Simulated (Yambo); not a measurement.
G0W0@PBEsol for MgZn3S4 (space group Pm, No. 6) in Yambo. Reference settings: 2×4×2 Γ-centred k mesh, bands 17 to 194 and a 6 Ry block in the screening, 194 bands in G with the Bruneval-Gonze terminator, plasmon pole fitted at 27.2 eV. The PBEsol gap Γ → Γ on this mesh is 2.24 eV; G0W0 gaps are taken between the same points.

The settings were changed. The gap went from 3.68 eV to 3.62 eV, and the shift of the valence edge from -0.83 eV to -0.19 eV.

Q: Which change was made?
(A) 135 bands in G
(B) 91 bands in G, no terminator
(C) 3 Ry block
(D) 91 bands in W, 91 bands in G

A: B, 91 bands in G, no terminator. The others gave (gap, valence shift): 91 bands in W, 91 bands in G: 3.80, -0.60 eV; 135 bands in G: 3.69, -0.81 eV; 3 Ry block: 3.57, -0.68 eV.

Geometry of the Materials Project entry, not relaxed at this level; primitive cell a = 6.312 Å, b = 3.854 Å, c = 6.693 Å, α = γ = 90.00°, β = 90.05°.

The structure is a Materials Project entry; no match was found in the copy of COD used, and its stability was not checked.

A shift is the quasiparticle energy of the state minus its PBEsol energy.
